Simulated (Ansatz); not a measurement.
Calculation for TaSi (zincblende type): DFT, PBE, PAW with Ansatz's default frozen-core files, scalar-relativistic (Ansatz 0.2.0). This run: zincblende relaxed under pressure.

The start is a guessed cell of a prototype that needn't be stable.

Command: `ansatz run input.yaml --threads 1 --pin off --max-ram 3584MiB --backend cpu --events-out ev --progress --plain --runs-dir out` It took 33 s on 1 thread of Intel(R) Xeon(R) Platinum 8259CL CPU @ 2.50GHz (Skylake/Cascade Lake), with other jobs on the host, peak memory 0.42 GiB.

```yaml
crystal:
  lattice:
    - [0.0, 2.7436619193, 2.7436619193]
    - [2.7436619193, 0.0, 2.7436619193]
    - [2.7436619193, 2.7436619193, 0.0]
  atoms:
    - { symbol: Ta, position: [0.0, 0.0, 0.0] }
    - { symbol: Si, position: [0.25, 0.25, 0.25] }
kpoints:
  mp_grid: { grid: [11, 11, 11] }
scf:
  occupations: { method: fermi_dirac, width: 0.05 }
hamiltonian:
  xc: pbe
  pseudopotentials: { kind: paw }
output:
  forces: true
  stress: true
  eigenvalues: true
relax:
  f_tol: 0.005
  max_steps: 40
  cell: { p_target: -0.95, stress_tol: 0.03 }
```

Output:

```
Engine: ansatz 0.2.0
Pseudopotentials: kind: paw
Pseudopotential: Ta, paw, valence charge 13, recommended cutoff 420 eV (normal), Ta.paw.azcp
Pseudopotential: Si, paw, valence charge 4, recommended cutoff 420 eV (normal), Si.paw.azcp
Functional definition: PBE
  parameter kappa = 0.804
  parameter beta = 0.06672455060314922
  exchange = pbe_x(kappa = kappa, mu = beta*pi^2/3)
  correlation = pbe_c(beta = beta)
Crystal: 2 atoms, lattice volume = 41.307 Å³
Basis set: ecut = 420 eV, 869 PW (Γ), exchange–correlation on 54×54×54 points (8 copies of the dense FFT grid, shifted against one another)
Bands: 13, of which v1, the nominal top of the filled ones, is band 9 counted from 1 (8 counted from 0)
Symmetry: 24 space group operations
Space group: F-43m (ITA 216), of the structure as read, at distance tolerance 3.5e-5 Å
k-points: 56 of 1331 (time reversal used)
Non-local potential: Ta, projectors of the file, l = 0: 3, l = 1: 2, l = 2: 2, l = 3: 1
Non-local potential: Si, projectors of the file, l = 0: 2, l = 1: 2, l = 2: 2
PAW form: soft (Blöchl's): semilocal exchange-correlation on the pseudo side does not see the compensation charge
PAW one-centre angular grid: Ta, 590 points (default); XC on 64 Gauss nodes
PAW one-centre angular grid: Si, 110 points (default); XC on 64 Gauss nodes
Initial density: superposition of atomic densities (neutral atoms: chi_scale 0, normalization atom), corrected by the library's trained network
Initial wavefunctions: pseudopotential atomic-orbital guess
Functional: x = pbe(κ = 0.804, μ = 0.2195149727645171), c = pbe(β = 0.06672455060314922)
SCF iter   1: F=—  HF=-10565.667473 eV  |F-HF|=—  |Δ(HF+E_count)|=         —  Δρ=6.16e-3  dr2=1.63e-2  ethr=1.77e-3  ⟨swp⟩=5.7  Hψ=4612  notcnv=0
preconditioner: auto → Kerker (q_TF=auto, 2.353 Å⁻¹)  [metal: Δε(μ)=0.029 eV  Ē_g=6.440 eV  σ=0.050 eV  W_gap=0.15  n_scr=14 (ndim 8)  ℏωp=17.3 eV  f_vac=0.000  D(μ)=1.80/eV (n_scr^D=14)]
SCF iter   2: F=—  HF=-10565.664553 eV  |F-HF|=—  |Δ(HF+E_count)|=   2.92e-3  Δρ=3.35e-3  dr2=4.03e-3  ethr=9.58e-5  ⟨swp⟩=1.1  Hψ=1183  notcnv=0
SCF iter   3: F=—  HF=-10565.663850 eV  |F-HF|=—  |Δ(HF+E_count)|=   7.04e-4  Δρ=5.94e-4  dr2=1.65e-4  ethr=2.37e-5  ⟨swp⟩=2.0  Hψ=914  notcnv=0
SCF iter   4: F=—  HF=-10565.663832 eV  |F-HF|=—  |Δ(HF+E_count)|=   1.78e-5  Δρ=1.36e-4  dr2=1.11e-5  ethr=9.69e-7  ⟨swp⟩=2.0  Hψ=957  notcnv=0
SCF iter   5: F=—  HF=-10565.663843 eV  |F-HF|=—  |Δ(HF+E_count)|=   1.12e-5  Δρ=3.71e-5  dr2=8.04e-7  ethr=6.54e-8  ⟨swp⟩=2.0  Hψ=979  notcnv=0
SCF iter   6: F=-10565.663843 eV  HF=-10565.663843 eV  |F-HF|=2.61e-8  |Δ(HF+E_count)|=   2.77e-7  Δρ=8.05e-6  dr2=2.70e-8  ethr=5.88e-10  ⟨swp⟩=5.8  Hψ=3239  notcnv=0
SCF 1 converged in 6 iterations: F = -10565.663843 eV  dr2 = 2.70e-8
  greatest PAW one-centre occupation: 0.999 electrons in one spin orbital (limit 2), on the Ta atom at site 0 (counted from 0), in its partial waves of l = 0
relax step   1: F+E_penalty+E_count = -10565.66384343 eV  Δ(F+E_penalty+E_count) = +0.000e0 eV  max|allowed force component| = 1.295e-16 eV/Å  Δτ_max = 0.0000 Å  P = +18.659 GPa  Ω = 41.307 Å³  (6 SCF iters, dr2 threshold 1.00e-7 eV, accepted)
Crystal: 2 atoms, lattice volume = 47.647 Å³
Basis set: ecut = 420 eV, 941 PW (Γ), exchange–correlation on 54×54×54 points (8 copies of the dense FFT grid, shifted against one another)
Initial density: handed on by an earlier stage of this run
Initial wavefunctions: those handed on with the density
iter 1 solved again at ethr=1.67e-4 eV; its pass at ethr=3.10e-3 eV (dr2=2.85e-2 eV) is discarded
SCF iter   1: F=—  HF=-10566.015545 eV  |F-HF|=—  |Δ(HF+E_count)|=         —  Δρ=6.13e-3  dr2=2.77e-2  ethr=1.67e-4  ⟨swp⟩=1.0  Hψ=5241  notcnv=0
preconditioner: auto → Kerker (q_TF=auto, 2.298 Å⁻¹)  [metal: Δε(μ)=0.093 eV  Ē_g=5.734 eV  σ=0.050 eV  W_gap=0.43  n_scr=14 (ndim 8)  ℏωp=16.1 eV  f_vac=0.000  D(μ)=1.70/eV (n_scr^D=14)]
SCF iter   2: F=—  HF=-10566.010417 eV  |F-HF|=—  |Δ(HF+E_count)|=   5.13e-3  Δρ=3.84e-3  dr2=1.21e-2  ethr=1.63e-4  ⟨swp⟩=1.0  Hψ=728  notcnv=0
SCF iter   3: F=—  HF=-10566.007578 eV  |F-HF|=—  |Δ(HF+E_count)|=   2.84e-3  Δρ=7.11e-4  dr2=3.48e-4  ethr=7.09e-5  ⟨swp⟩=2.0  Hψ=1141  notcnv=0
SCF iter   4: F=—  HF=-10566.007712 eV  |F-HF|=—  |Δ(HF+E_count)|=   1.34e-4  Δρ=1.68e-4  dr2=1.58e-5  ethr=2.04e-6  ⟨swp⟩=2.1  Hψ=920  notcnv=0
SCF iter   5: F=—  HF=-10566.007739 eV  |F-HF|=—  |Δ(HF+E_count)|=   2.66e-5  Δρ=4.90e-5  dr2=1.20e-6  ethr=9.32e-8  ⟨swp⟩=2.0  Hψ=969  notcnv=0
SCF iter   6: F=-10566.007740 eV  HF=-10566.007740 eV  |F-HF|=1.88e-8  |Δ(HF+E_count)|=   1.58e-6  Δρ=1.18e-5  dr2=1.27e-7  ethr=1.18e-9  ⟨swp⟩=6.2  Hψ=3434  notcnv=0
SCF 2 converged in 6 iterations: F = -10566.007740 eV  dr2 = 1.27e-7
relax step   2: F+E_penalty+E_count = -10566.00774030 eV  Δ(F+E_penalty+E_count) = -3.439e-1 eV  max|allowed force component| = 1.874e-16 eV/Å  Δτ_max = 0.0000 Å  P = +0.688 GPa  Ω = 47.647 Å³  energy of the carried Pulay correction = -1.438e-3 eV  (6 SCF iters, dr2 threshold 2.00e-7 eV, accepted)
Crystal: 2 atoms, lattice volume = 48.323 Å³
iter 1 solved again at ethr=1.56e-6 eV; its pass at ethr=3.10e-3 eV (dr2=2.66e-4 eV) is discarded
SCF iter   1: F=—  HF=-10566.007751 eV  |F-HF|=—  |Δ(HF+E_count)|=         —  Δρ=5.87e-4  dr2=2.51e-4  ethr=1.56e-6  ⟨swp⟩=2.0  Hψ=4892  notcnv=0
preconditioner: auto → Kerker (q_TF=auto, 2.292 Å⁻¹)  [metal: Δε(μ)=0.089 eV  Ē_g=5.678 eV  σ=0.050 eV  W_gap=0.42  n_scr=14 (ndim 8)  ℏωp=16.0 eV  f_vac=0.000  D(μ)=1.72/eV (n_scr^D=14)]
SCF iter   2: F=—  HF=-10566.007701 eV  |F-HF|=—  |Δ(HF+E_count)|=   4.93e-5  Δρ=3.56e-4  dr2=1.00e-4  ethr=1.48e-6  ⟨swp⟩=1.0  Hψ=728  notcnv=0
SCF iter   3: F=—  HF=-10566.007679 eV  |F-HF|=—  |Δ(HF+E_count)|=   2.27e-5  Δρ=7.84e-5  dr2=5.49e-6  ethr=5.88e-7  ⟨swp⟩=2.1  Hψ=954  notcnv=0
SCF iter   4: F=—  HF=-10566.007679 eV  |F-HF|=—  |Δ(HF+E_count)|=   9.24e-8  Δρ=3.00e-5  dr2=6.21e-7  ethr=3.23e-8  ⟨swp⟩=2.1  Hψ=948  notcnv=0
SCF iter   5: F=-10566.007679 eV  HF=-10566.007679 eV  |F-HF|=2.80e-8  |Δ(HF+E_count)|=   3.59e-7  Δρ=8.68e-6  dr2=4.36e-8  ethr=1.18e-9  ⟨swp⟩=5.7  Hψ=3221  notcnv=0
SCF 3 converged in 5 iterations: F = -10566.007679 eV  dr2 = 4.36e-8
[... lines left out ...]
SCF 6 converged in 4 iterations: F = -10566.009632 eV  dr2 = 1.89e-9
relax step   6: F+E_penalty+E_count = -10566.00963205 eV  Δ(F+E_penalty+E_count) = +2.163e-4 eV  max|allowed force component| = 1.983e-16 eV/Å  Δτ_max = 0.0000 Å  P = -0.949 GPa  Ω = 48.523 Å³  energy of the carried Pulay correction = -6.464e-6 eV  (4 SCF iters, dr2 threshold 1.18e-8 eV, accepted)
iter 1 solved again at ethr=4.05e-9 eV; its pass at ethr=3.10e-3 eV (dr2=6.88e-7 eV) is discarded
SCF iter   1: F=—  HF=-10566.009634 eV  |F-HF|=—  |Δ(HF+E_count)|=         —  Δρ=1.70e-6  dr2=1.95e-9  ethr=4.05e-9  ⟨swp⟩=3.5  Hψ=6909  notcnv=0
SCF iter   2: F=—  HF=-10566.009634 eV  |F-HF|=—  |Δ(HF+E_count)|=   7.82e-7  Δρ=1.26e-6  dr2=1.07e-9  ethr=1.15e-11  ⟨swp⟩=2.0  Hψ=984  notcnv=0
SCF iter   3: F=—  HF=-10566.009634 eV  |F-HF|=—  |Δ(HF+E_count)|=  7.37e-10  Δρ=5.92e-7  dr2=2.68e-10  ethr=6.30e-12  ⟨swp⟩=2.0  Hψ=976  notcnv=0
SCF iter   4: F=—  HF=-10566.009634 eV  |F-HF|=—  |Δ(HF+E_count)|=  1.27e-11  Δρ=3.15e-7  dr2=5.85e-11  ethr=1.58e-12  ⟨swp⟩=2.1  Hψ=959  notcnv=0
SCF iter   5: F=-10566.009634 eV  HF=-10566.009634 eV  |F-HF|=3.64e-12  |Δ(HF+E_count)|=  5.46e-12  Δρ=7.62e-8  dr2=2.32e-12  ethr=1.00e-12  ⟨swp⟩=5.0  Hψ=3098  notcnv=0
SCF 7 converged in 5 iterations: F = -10566.009634 eV  dr2 = 2.32e-12
relax step   7: F+E_penalty+E_count = -10566.00963438 eV  Δ(F+E_penalty+E_count) = -2.333e-6 eV  max|allowed force component| = 1.613e-16 eV/Å  Δτ_max = 0.0000 Å  P = -0.949 GPa  Ω = 48.523 Å³  stress off target by 6.73e-4 GPa  SCF on the basis re-selected at this cell (its energy is not comparable with the rows above)  (5 SCF iters)
basis re-selected at this cell: Δ(F+E_penalty+E_count) = -2.333e-6 eV, ΔP = +0.000 GPa vs the last step (what re-selecting the basis moved, of the pressure what is left beyond the Pulay correction that the steps carried, after the strain that the cell walked since its last selection, with what the two solves' SCF thresholds leave and, on support functions, any second-order correction that the steps lacked; it is no measure of the basis error at this ecutwfc). This SCF's stress stands 6.73e-4 GPa from its target on what of the cell is left free (relax.cell.stress_tol is 3.00e-2 GPa) and its largest allowed force component is 1.61e-16 eV/Å (relax.f_tol is 5.00e-3 eV/Å): within both
SCF converged after 5 iterations
Free energy (F): -10566.009634 eV
Harris-Foulkes:  -10566.009634 eV  (|F-HF|=3.64e-12)
Internal energy: -10565.995571 eV  (E = F + TS)
E sigma→0 (E₀):  -10566.002602 eV
Entropy (-TS):   -0.014064 eV (-7.032 meV/atom)
Fermi energy:    8.613502 eV
--- Per-component energies (eV) ---
  E_band       = -227.231810
  E_kinetic    = 401.908110
  E_local      = -1033.183779  (includes V_loc(G=0)·N_el)
  E_nonlocal   = 41.618931
  E_hartree    = 362.111941
  E_xc         = -271.030799
  E_vxc        = -247.181527  (∫ρ·V_xc dr)
  E_paw        = -8908.956564  (= ΣΔE_a)
  E_vpaw       = -114.617591  (= ΣTr[D̂ρ^β])
  E_aug_tail   = 0.000171  (compensation charges beyond the density's cutoff)
  E_ewald      = -1158.463582
  E_smearing   = -0.014064  (= −TS)
  E_closure    = -0.000000  (closes the sum)
  Σ components = -10566.009634   (vs F -10566.009634, Δ=0.00e0)
--- Forces (eV/Å), atoms counted from 1 ---
  atom   1  Ta     0.00000000    -0.00000000    -0.00000000
  atom   2  Si     0.00000000     0.00000000     0.00000000
  max |Σ_I F_I| component: 2.69e-16 eV/Å
--- Stress (GPa, compression-positive) ---
       -0.949327      -0.000000      -0.000000
       -0.000000      -0.949327      -0.000000
       -0.000000      -0.000000      -0.949327
  P = ⅓ Tr σ = -0.9493 GPa (-9.493 kbar)
--- Band table (eV; the first three rows and the last of 56) ---
  k-point 0: bands = ["-59.7011", "-26.1725", "-26.1725", "-26.1725", "-0.4017", "6.4288", "6.4288", "6.4288", "9.1835", "9.1835", "13.1741", "15.4125", "15.4125"]
  k-point 1: bands = ["-59.7011", "-26.1755", "-26.1730", "-26.1730", "-0.2984", "6.3030", "6.4763", "6.4763", "9.1464", "9.1464", "13.4191", "14.7664", "15.4402"]
  k-point 2: bands = ["-59.7009", "-26.1833", "-26.1742", "-26.1742", "-0.0045", "6.0004", "6.5939", "6.5939", "9.0942", "9.0942", "13.1679", "14.2083", "15.1970"]
  k-point 55: bands = ["-59.7001", "-26.2009", "-26.1946", "-26.1859", "1.9014", "5.6602", "6.0399", "7.8271", "7.9835", "9.3424", "9.9653", "11.2642", "12.5931"]
--- Relaxed structure (5 steps of the walk, 5 accepted, 2 SCFs on fresh bases) ---
  F+E_penalty+E_count = -10566.00963438 eV   max|allowed force component| = 1.613e-16 eV/Å   (the final SCF, on the basis selected at the relaxed cell)
  cell:  # Å, volume = 48.5230 Å³
    - [1.2628280534530237e-32, 2.894938132825985, 2.894938132825985]
    - [2.894938132825985, 6.214633491752737e-33, 2.894938132825985]
    - [2.894938132825985, 2.894938132825985, -3.9235640892131674e-33]
  atoms:
    - { symbol: Ta, position: [-1.4214608986442373e-33, 1.0470843656679772e-33, 2.0298227647306602e-33] }
    - { symbol: Si, position: [0.24999999999999997, 0.24999999999999997, 0.24999999999999997] }
```

Next run (wurtzite relaxed under pressure), as changes to the input before:

```diff
   lattice:
-    - [0.0, 2.7436619193, 2.7436619193]
-    - [2.7436619193, 0.0, 2.7436619193]
-    - [2.7436619193, 2.7436619193, 0.0]
+    - [3.8824974628, 0.0, 0.0]
+    - [-1.9412487314, 3.3623414329, 0.0]
+    - [0.0, 0.0, 6.3284708643]
   atoms:
-    - { symbol: Ta, position: [0.0, 0.0, 0.0] }
-    - { symbol: Si, position: [0.25, 0.25, 0.25] }
+    - { symbol: Ta, position: [0.3333333333, 0.6666666667, 0.0] }
+    - { symbol: Ta, position: [0.6666666667, 0.3333333333, 0.5] }
+    - { symbol: Si, position: [0.3333333333, 0.6666666667, 0.376] }
+    - { symbol: Si, position: [0.6666666667, 0.3333333333, 0.876] }
 kpoints:
-  mp_grid: { grid: [11, 11, 11] }
+  mp_grid: { grid: [9, 9, 5] }
 scf:
```

Command: `ansatz run input.yaml --threads 1 --pin off --max-ram 3584MiB --backend cpu --events-out ev --progress --plain --runs-dir out` It took 69 s on 1 thread of Intel(R) Xeon(R) Platinum 8259CL CPU @ 2.50GHz (Skylake/Cascade Lake) (shared host), peak memory 0.43 GiB.

Results part of the output:

```
basis re-selected at this cell: Δ(F+E_penalty+E_count) = -1.637e-5 eV, ΔP = +0.000 GPa vs the last step (what re-selecting the basis moved, of the pressure what is left beyond the Pulay correction that the steps carried, after the strain that the cell walked since its last selection, with what the two solves' SCF thresholds leave and, on support functions, any second-order correction that the steps lacked; it is no measure of the basis error at this ecutwfc). This SCF's stress stands 2.30e-3 GPa from its target on what of the cell is left free (relax.cell.stress_tol is 3.00e-2 GPa) and its largest allowed force component is 9.90e-6 eV/Å (relax.f_tol is 5.00e-3 eV/Å): within both
SCF converged after 8 iterations
Free energy (F): -21135.137485 eV
Harris-Foulkes:  -21135.137485 eV  (|F-HF|=3.64e-12)
Internal energy: -21135.109307 eV  (E = F + TS)
E sigma→0 (E₀):  -21135.123396 eV
Entropy (-TS):   -0.028178 eV (-7.045 meV/atom)
Fermi energy:    10.715106 eV
--- Per-component energies (eV) ---
  E_band       = -390.196959
  E_kinetic    = 811.078780
  E_local      = -1962.077730  (includes V_loc(G=0)·N_el)
  E_nonlocal   = 83.133174
  E_hartree    = 704.298861
  E_xc         = -546.103852
  E_vxc        = -499.847831  (∫ρ·V_xc dr)
  E_paw        = -17818.971042  (= ΣΔE_a)
  E_vpaw       = -231.081407  (= ΣTr[D̂ρ^β])
  E_aug_tail   = 0.000332  (compensation charges beyond the density's cutoff)
  E_ewald      = -2406.467829
  E_smearing   = -0.028178  (= −TS)
  E_closure    = 0.000000  (closes the sum)
  Σ components = -21135.137485   (vs F -21135.137485, Δ=0.00e0)
--- Forces (eV/Å), atoms counted from 1 ---
  atom   1  Ta     0.00000000     0.00000000     0.00000991
  atom   2  Ta    -0.00000000    -0.00000000     0.00000991
  atom   3  Si     0.00000000     0.00000000    -0.00000989
  atom   4  Si     0.00000000    -0.00000000    -0.00000989
  max |Σ_I F_I| component: 3.59e-8 eV/Å
--- Stress (GPa, compression-positive) ---
       -0.947704       0.000000      -0.000000
        0.000000      -0.947704       0.000000
       -0.000000       0.000000      -0.948902
  P = ⅓ Tr σ = -0.9481 GPa (-9.481 kbar)
--- Band table (eV; the first three rows and the last of 36) ---
  k-point 0: bands = ["-57.3659", "-57.3586", "-23.9432", "-23.9432", "-23.9213", "-23.8881", "-23.8881", "-23.7926", "0.5420", "3.1871", "8.0152", "8.0152", "8.1763", "8.3062", "8.3062", "9.7030", "9.7030", "10.6418", "12.4934", "12.4934", "12.8029"]
  k-point 1: bands = ["-57.3652", "-57.3592", "-23.9379", "-23.9379", "-23.9107", "-23.8934", "-23.8934", "-23.8067", "0.8429", "3.1614", "7.4306", "7.8764", "7.8764", "7.9805", "7.9805", "9.7506", "10.3774", "10.3774", "12.7674", "12.7674", "13.3423"]
  k-point 2: bands = ["-57.3633", "-57.3610", "-23.9242", "-23.9242", "-23.9072", "-23.9072", "-23.8814", "-23.8417", "1.6651", "2.6683", "7.1074", "7.6698", "7.6698", "7.6741", "7.6741", "8.1380", "11.6278", "11.6278", "12.7207", "12.7207", "13.8163"]
  k-point 35: bands = ["-57.3620", "-57.3620", "-23.9587", "-23.9587", "-23.9351", "-23.9109", "-23.8273", "-23.8273", "3.4174", "3.4174", "5.9034", "5.9034", "7.7180", "7.9369", "8.7640", "8.7640", "10.0876", "10.6223", "12.5700", "12.5700", "13.1513"]
--- Relaxed structure (10 steps of the walk, 10 accepted, 2 SCFs on fresh bases) ---
  F+E_penalty+E_count = -21135.13748518 eV   max|allowed force component| = 9.901e-6 eV/Å   (the final SCF, on the basis selected at the relaxed cell)
  cell:  # Å, volume = 84.3869 Å³
    - [4.411717722121658, -9.792541950093452e-18, 5.215118294243111e-18]
    - [-2.205858861060829, 3.820659621683372, -2.607559147121564e-18]
    - [8.500642819547276e-18, -1.6079592405035285e-32, 5.006439939585789]
  atoms:
    - { symbol: Ta, position: [0.33333333333333337, 0.6666666666666667, -0.062000057648191303] }
    - { symbol: Ta, position: [0.6666666666666667, 0.33333333333333337, 0.4379999423518086] }
    - { symbol: Si, position: [0.33333333333333337, 0.6666666666666667, 0.4380000576481914] }
    - { symbol: Si, position: [0.6666666666666667, 0.33333333333333337, 0.9380000576481912] }
```

Next run (WC relaxed under pressure), as changes to the input before:

```diff
   lattice:
-    - [3.8824974628, 0.0, 0.0]
-    - [-1.9412487314, 3.3623414329, 0.0]
-    - [0.0, 0.0, 6.3284708643]
+    - [3.4332428657, 0.0, 0.0]
+    - [-1.7166214329, 2.9732755391, 0.0]
+    - [0.0, 0.0, 3.3645780084]
   atoms:
-    - { symbol: Ta, position: [0.3333333333, 0.6666666667, 0.0] }
-    - { symbol: Ta, position: [0.6666666667, 0.3333333333, 0.5] }
-    - { symbol: Si, position: [0.3333333333, 0.6666666667, 0.376] }
-    - { symbol: Si, position: [0.6666666667, 0.3333333333, 0.876] }
+    - { symbol: Ta, position: [0.0, 0.0, 0.0] }
+    - { symbol: Si, position: [0.3333333333, 0.6666666667, 0.5] }
 kpoints:
-  mp_grid: { grid: [9, 9, 5] }
+  mp_grid: { grid: [13, 13, 12] }
 scf:
   eigenvalues: true
+  write_density: true
+  write_potential: true
+  elf: true
+  volumetric_format: npy
 relax:
```

Results part of the output:

```
basis re-selected at this cell: Δ(F+E_penalty+E_count) = -1.657e-6 eV, ΔP = +0.000 GPa vs the last step (what re-selecting the basis moved, of the pressure what is left beyond the Pulay correction that the steps carried, after the strain that the cell walked since its last selection, with what the two solves' SCF thresholds leave and, on support functions, any second-order correction that the steps lacked; it is no measure of the basis error at this ecutwfc). This SCF's stress stands 7.98e-3 GPa from its target on what of the cell is left free (relax.cell.stress_tol is 3.00e-2 GPa) and its largest allowed force component is 2.31e-17 eV/Å (relax.f_tol is 5.00e-3 eV/Å): within both
SCF converged after 8 iterations
Free energy (F): -10568.617388 eV
Harris-Foulkes:  -10568.617388 eV  (|F-HF|=3.64e-12)
Internal energy: -10568.609457 eV  (E = F + TS)
E sigma→0 (E₀):  -10568.613423 eV
Entropy (-TS):   -0.007932 eV (-3.966 meV/atom)
Fermi energy:    15.237782 eV
--- Per-component energies (eV) ---
  E_band       = -117.866838
  E_kinetic    = 407.884898
  E_local      = -762.938339  (includes V_loc(G=0)·N_el)
  E_nonlocal   = 39.848093
  E_hartree    = 282.655272
  E_xc         = -274.828853
  E_vxc        = -252.382093  (∫ρ·V_xc dr)
  E_paw        = -8909.341489  (= ΣΔE_a)
  E_vpaw       = -115.590101  (= ΣTr[D̂ρ^β])
  E_aug_tail   = 0.000159  (compensation charges beyond the density's cutoff)
  E_ewald      = -1351.889198
  E_smearing   = -0.007932  (= −TS)
  E_closure    = 0.000000  (closes the sum)
  Σ components = -10568.617388   (vs F -10568.617388, Δ=0.00e0)
--- Forces (eV/Å), atoms counted from 1 ---
  atom   1  Ta     0.00000000    -0.00000000    -0.00000000
  atom   2  Si     0.00000000    -0.00000000    -0.00000000
  max |Σ_I F_I| component: 1.20e-16 eV/Å
--- Stress (GPa, compression-positive) ---
       -0.957984      -0.000000      -0.000000
       -0.000000      -0.957984       0.000000
       -0.000000       0.000000      -0.954500
  P = ⅓ Tr σ = -0.9568 GPa (-9.568 kbar)
--- Band table (eV; the first three rows and the last of 147) ---
  k-point 0: bands = ["-52.4744", "-19.1696", "-18.6480", "-18.6480", "3.4428", "11.3317", "13.5131", "15.2587", "15.2587", "17.9708", "17.9708", "22.4195", "22.5687"]
  k-point 1: bands = ["-52.4743", "-19.1725", "-18.6478", "-18.6478", "3.5248", "11.0641", "13.6522", "15.2786", "15.2786", "17.8708", "17.8708", "22.5982", "22.6580"]
  k-point 2: bands = ["-52.4742", "-19.1803", "-18.6475", "-18.6475", "3.7659", "10.4156", "13.9505", "15.3348", "15.3348", "17.6241", "17.6241", "22.7770", "22.7770"]
  k-point 146: bands = ["-52.4247", "-19.1417", "-19.0839", "-19.0446", "8.3640", "10.6195", "12.1269", "12.8569", "14.3766", "16.2674", "20.4371", "20.5163", "20.7863"]
--- Relaxed structure (11 steps of the walk, 10 accepted, 2 SCFs on fresh bases) ---
  F+E_penalty+E_count = -10568.61738846 eV   max|allowed force component| = 2.313e-17 eV/Å   (the final SCF, on the basis selected at the relaxed cell)
  cell:  # Å, volume = 32.3581 Å³
    - [3.0513822131560575, 2.565685256118182e-11, -5.1755597373216136e-18]
    - [-1.525691106600248, 2.6425745132363008, 2.5877798686985057e-18]
    - [-5.072048542560366e-18, 1.3941979165451952e-32, 4.012911159031158]
  atoms:
    - { symbol: Ta, position: [-3.0814879110195774e-33, -3.700743415524894e-17, -8.52955772662929e-34] }
    - { symbol: Si, position: [0.3333333333333333, 0.6666666666666667, 0.5] }
```

Spin–orbit coupling is left out, which matters for the heavy atoms.
